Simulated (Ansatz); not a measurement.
Computed with DFT PBE, scalar-relativistic, plane waves, PAW in Ansatz 0.2.0. All cells share a 420 eV cutoff and Γ-centred k meshes spaced at most about 0.3 Å⁻¹ (about 0.25 or finer for metals, 2π included). No spin polarisation in the final relaxations.

All energies are static (0 K, no zero-point motion).

Compare these two cells of Zr2NbC3, each relaxed at this level.

1.

```
Zr Nb C
1.0
     3.02350    0.00000    0.00000
     0.00000    3.02350    0.00000
     0.00000    0.00000    8.06043
Zr Nb C
2 1 3
Direct
  0.50000 0.50000 0.33525
  0.50000 0.50000 0.66475
  0.50000 0.50000 0.00000
  0.00000 0.00000 0.89984
  0.00000 0.00000 0.10016
  0.00000 0.00000 0.50000
```

2.

```
Zr Nb C
1.0
     3.38108   -3.62361    0.00000
     3.38108    3.62361    0.00000
     0.00000    0.00000    3.33121
Zr Nb C
2 1 3
Cartesian
  1.6905 -1.8118 1.6656
  1.6905 1.8118 1.6656
  0.0000 0.0000 0.0000
  3.3811 -1.5557 0.0000
  3.3811 1.5557 0.0000
  3.3811 0.0000 1.6656
```

Question: Which is lower in energy, and by how much?

Answer: Cell 1 is lower, by 295 meV/atom. Cell 1 has Zr and Nb ordered on caesium chloride sites, space group P4/mmm (No. 123), 12.3 Å³/atom and no gap on its mesh; cell 2 has space group Cmmm (No. 65), 13.6 Å³/atom and no gap. Counting C atoms around Nb and Zr (those within 1.25 times the shortest such distance or 1.15 times the sum of covalent radii, 1.27 where that leaves under three; a plus sign parts nearer from farther groups), cell 1 has Zr 4+4, Nb 8 and cell 2 has Zr 6, Nb 2. Cell 1 holds C–C pairs (shortest 1.61 Å); in cell 2 the shortest C–C distance is 2.28 Å. The denser one is the lower, and pressure would at first widen the difference. Even the lower one lies +0.25 eV/atom against the reference forms of the elements (uncorrected), so neither is stable at this level. In cell 1, around Zr lie 4 C at 2.52 Å, 1 Zr at 2.66 Å, 1 Nb at 2.70 Å, 4 C at 2.86 Å and 4 Zr at 3.02 Å; around Nb lie 8 C at 2.29 Å and 2 Zr at 2.70 Å; around C on a site of symmetry 4mm lie 1 C at 1.61 Å, 4 Nb at 2.29 Å, 4 Zr at 2.86 Å, 4 C at 3.02 Å and 1 C at 3.22 Å; 1 more site not described. In cell 2, Zr is surrounded by 6 C at 2.39–2.48 Å and 4 Nb at 2.99 Å; around Nb lie 2 C at 2.07 Å and 8 Zr at 2.99 Å; C on a site of symmetry m2m is surrounded by 1 Nb at 2.07 Å, 2 C at 2.28 Å and 4 Zr at 2.39 Å; 1 more site not described. Both come from invented guesses.

Cells relaxed within their symmetry can be saddle points.
